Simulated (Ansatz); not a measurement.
Structure search: one Rb2GeBr6 candidate

Level of theory: DFT PBE, scalar-relativistic, plane waves, PAW (Ansatz 0.2.0). Cutoff 420 eV, Gaussian smearing, Γ-centred meshes. Cell and atoms relax first on a coarse mesh and then on a converged one. In between, the cell is made exact in the group found at 0.06 Å. The steps can't lower the symmetry of their start. No spin polarisation.

A trial structure of Rb2GeBr6 was built thus: perovskite family, AX3 layers stacked AB (P-3m1, No. 164) (A site Rb; B site Ge vacant; X site Br). Its size is a rough estimate.

```cif
data_structure
_symmetry_space_group_name_H-M 'P 1'
_symmetry_Int_Tables_number 1
_cell_length_a 7.3804
_cell_length_b 7.3804
_cell_length_c 6.1996
_cell_angle_alpha 90.000
_cell_angle_beta 90.000
_cell_angle_gamma 120.000
_cell_volume 292.45
loop_
_atom_site_label
_atom_site_type_symbol
_atom_site_fract_x
_atom_site_fract_y
_atom_site_fract_z
_atom_site_occupancy
Rb1 Rb 0.33333 0.66667 0.75000 1
Rb2 Rb 0.66667 0.33333 0.25000 1
Ge1 Ge 0.00000 0.00000 0.50000 1
Br1 Br 0.83333 0.66667 0.75000 1
Br2 Br 0.33333 0.16667 0.75000 1
Br3 Br 0.83333 0.16667 0.75000 1
Br4 Br 0.16667 0.33333 0.25000 1
Br5 Br 0.66667 0.83333 0.25000 1
Br6 Br 0.16667 0.83333 0.25000 1
```

The zero of energy is the elements' standard structures at the same level; no fitted shifts are applied. The references include crystalline Br.

Q: Which structure results?

A: The symmetry stays P-3m1 (No. 164). The volume per atom grows by 18.6 %, from 32.5 to 38.5 Å³. The shortest distance goes from 2.63 Å (Ge–Br) to 2.53 Å (Ge–Br). The ratio c/a of the conventional cell changes by a factor of 1.12. The energy falls by about 0.06 eV/atom (the start's value is from the coarse mesh). Conventional cell: a = 7.517 Å, c = 7.085 Å. Rb is surrounded by 9 Br at 3.61–3.76 Å; around Ge lie 6 Br at 2.53 Å; around Br lie 1 Ge at 2.53 Å, 4 Br at 3.57 Å and 3 Rb at 3.61–3.76 Å.

```cif
data_structure
_symmetry_space_group_name_H-M 'P-3m1'
_symmetry_Int_Tables_number 164
_cell_length_a 7.5174
_cell_length_b 7.5174
_cell_length_c 7.0851
_cell_angle_alpha 90.000
_cell_angle_beta 90.000
_cell_angle_gamma 120.000
_cell_volume 346.74
loop_
_atom_site_label
_atom_site_type_symbol
_atom_site_symmetry_multiplicity
_atom_site_Wyckoff_symbol
_atom_site_fract_x
_atom_site_fract_y
_atom_site_fract_z
_atom_site_occupancy
Rb1 Rb 2 d 0.33333 0.66667 0.68902 1
Ge1 Ge 1 b 0.00000 0.00000 0.50000 1
Br1 Br 6 i 0.84154 0.68308 0.70583 1
```

Q: Give its energy and gap.

A: The formation energy is −1.064 eV/atom and the gap on the 6×6×4 mesh of the 9-atom cell is 0.96 eV.

Whether it is stable depends on the other phases of the system, which aren't compared here.

The last run used Gaussian smearing of 0.02 eV. No dispersion correction is applied, so the spacing and binding between layers, chains or molecules are poorly described. Kohn–Sham gaps at this level usually fall short of measured ones. The reference form of Br is held partly by dispersion forces, which this level lacks. Symmetry constrained the relaxation, so the result can be a saddle point. In all, the 3 runs took 8.4 min on 1 thread of Intel(R) Xeon(R) Processor @ 2.50GHz (Skylake/Cascade Lake), on a shared host.
